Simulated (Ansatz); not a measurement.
Input:

TiSiB:
```
TiSiB
1.0
    1.63766    -6.57677     0.00000
    1.63766     6.57677     0.00000
    0.00000     0.00000     3.05061
Si B Ti
2 2 2
Direct
  0.70144   0.29856   0.25000
  0.29856   0.70144   0.75000
  0.46814   0.53186   0.75000
  0.53186   0.46814   0.25000
  0.09343   0.90657   0.75000
  0.90657   0.09343   0.25000
```

This is the PBEsol-relaxed structure.

All from plane-wave PAW PBEsol (Ansatz code), unless another level is named. Give the electronic character.

metallic (no gap).

And the density of states at the Fermi level?

0.39 states/eV per atom (mean over ±0.08 eV).

Give the formation energy from the elements (no fitted shifts).

-0.76 eV/atom.

Space group Cmcm. The start of the workflow was typed in or built on a structure type; neither database checked (COD, Materials Project) lists it. Whether it is the stable phase at ambient conditions was not checked. Symmetry was held in the PBEsol relaxation; its stability against distortions is not shown here. No spin polarisation was allowed. The references are the lowest solids computed at this level, not always the standard phases.

Potentials: the later of the program's two PAW sets.
